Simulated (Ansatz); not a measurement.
One crystal and one scan (scan of one atom of the cell) at two levels, PBE (plane waves to 420 eV, PAW, scalar-relativistic; Ansatz, an electronic-structure program) and r2SCAN (plane waves to 500 eV, PAW, scalar-relativistic; Ansatz), each from its own relaxed cell and on its own mesh. The cell shown is that of PBE.

Relaxed TiN (rock salt):

```xyz
2
Lattice="0.0000 2.1234 2.1234 2.1234 0.0000 2.1234 2.1234 2.1234 0.0000" Properties=species:S:1:pos:R:3 pbc="T T T"
N      0.0000     0.0000     0.0000
Ti     2.1234     2.1234     2.1234
```

In this cell atom 2 (Ti, nearest neighbour N at 2.123 Å; its periodic images, 3.0 Å or more away, move with it) is moved by s towards the nearest neighbour, unit vector (-1.000, 0.000, 0.000); all other atoms and the cell stay fixed.

The energy includes the smearing's −TS. The PAW data are Ansatz's earlier set. TiN is run without spin polarisation. TiN was relaxed with its symmetry unable to fall. (PBE) Left out: 2 of 11 points, with atoms too close for the PAW data. (r2SCAN) Left out: 2 of 11 points, with atoms too close for the PAW data. With partly filled bands, energies and forces of such displacements shift with the k mesh and the smearing. Both scans cover s from -0.336 to 0.336 Å.

ΔE (meV/cell), each from the undisplaced structure of its own level:

```tsv
s (Å)	PBE	r2SCAN
-0.336	642	678
-0.252	340	361
-0.168	147	withheld
-0.084	36	39
0.000	0	0
0.084	36	39
0.168	147	withheld
0.252	340	361
0.336	642	678
```

Question: Estimate the r2SCAN value at -0.168 from the PBE value there and the ratio of the two levels in the two nearest given rows on that side of the minimum.

Answer: At -0.252 and -0.084 the ratio r2SCAN/PBE averages 1.073, which gives 1.073 × 147 = 158 meV/cell. The calculation gives 157 meV/cell, +6.8 % against PBE.

(For displaced atoms, the force is minus the slope of the energy, and its curvature is a force constant, which sets phonon frequencies.)
